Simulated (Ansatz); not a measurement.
NbCd₃:
```cif
data_Cd3Nb
_chemical_formula_sum 'Cd3 Nb1'
_space_group_name_H-M_alt 'P 1'
_space_group_IT_number 1
_cell_length_a 4.27187
_cell_length_b 4.27187
_cell_length_c 4.27187
_cell_angle_alpha 90.000
_cell_angle_beta 90.000
_cell_angle_gamma 90.000
loop_
_space_group_symop_operation_xyz
  'x, y, z'
loop_
_atom_site_label
_atom_site_type_symbol
_atom_site_fract_x
_atom_site_fract_y
_atom_site_fract_z
_atom_site_occupancy
Cd1 Cd 0.00000 0.50000 0.50000 1
Cd2 Cd 0.50000 0.00000 0.50000 1
Cd3 Cd 0.50000 0.50000 0.00000 1
Nb1 Nb 0.00000 0.00000 0.00000 1
```

Relaxed with r²SCAN.

Task: Tabulate the valence density and the electron localisation function along the shortest Cd–Nb contact (3.02 Å), plane-wave PAW r²SCAN (Ansatz code).

Result: 

| distance from Cd (Å) | density (e/Å³) | ELF |
|---|---|---|
| 0.30 | 18.06 | 0.78 |
| 0.45 | 11.18 | 0.62 |
| 0.60 | 5.68 | 0.50 |
| 0.76 | 2.42 | 0.39 |
| 0.91 | 0.98 | 0.29 |
| 1.06 | 0.48 | 0.22 |
| 1.21 | 0.30 | 0.23 |
| 1.36 | 0.23 | 0.28 |
| 1.51 | 0.21 | 0.28 |
| 1.66 | 0.22 | 0.21 |
| 1.81 | 0.29 | 0.18 |
| 1.96 | 0.47 | 0.27 |
| 2.11 | 0.96 | 0.50 |
| 2.27 | 1.98 | 0.71 |
| 2.42 | 3.46 | 0.78 |
| 2.57 | 4.76 | 0.73 |
| 2.72 | 5.09 | 0.50 |

The density is the valence pseudo-density with augmentation charge, so density and ELF within about 1 Å of a nucleus are not all-electron values.

Space group Pm-3m (Cu3Au type). The workflow started from an entry of the Crystallography Open Database (COD). Whether it is the stable phase at ambient conditions was not checked. The r²SCAN relaxation kept the symmetry of its start; whether a distortion lowers the energy is not shown. The run is not spin-polarised.

Potentials: the later of the program's two PAW sets.
